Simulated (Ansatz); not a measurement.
Input:

Au:
```
Au
1.0
    0.00000     2.02316     2.02316
    2.02316     0.00000     2.02316
    2.02316     2.02316     0.00000
Au
1
Direct
  0.00000   0.00000   0.00000
```

This is the LDA-relaxed structure.

Task: All from LDA (plane waves, PAW; program Ansatz), unless another level is named. Estimate the bulk modulus (Birch–Murnaghan fit).

Result: 1930 kbar.

Task: Next, the elastic constants (relaxed ions, GPa)?

Result: C11 = 214, C12 = 186, C44 = 37.6.

Space group Fm-3m (fcc (Cu type)). The LDA relaxation kept the symmetry of its start. As this level gives no gap, shear constants depend on the k-mesh and smearing (Fermi–Dirac, 0.1 eV here). Scalar-relativistic: spin–orbit coupling is off unless named, which matters more the heavier the elements.

Potentials: the later of the program's two PAW sets.
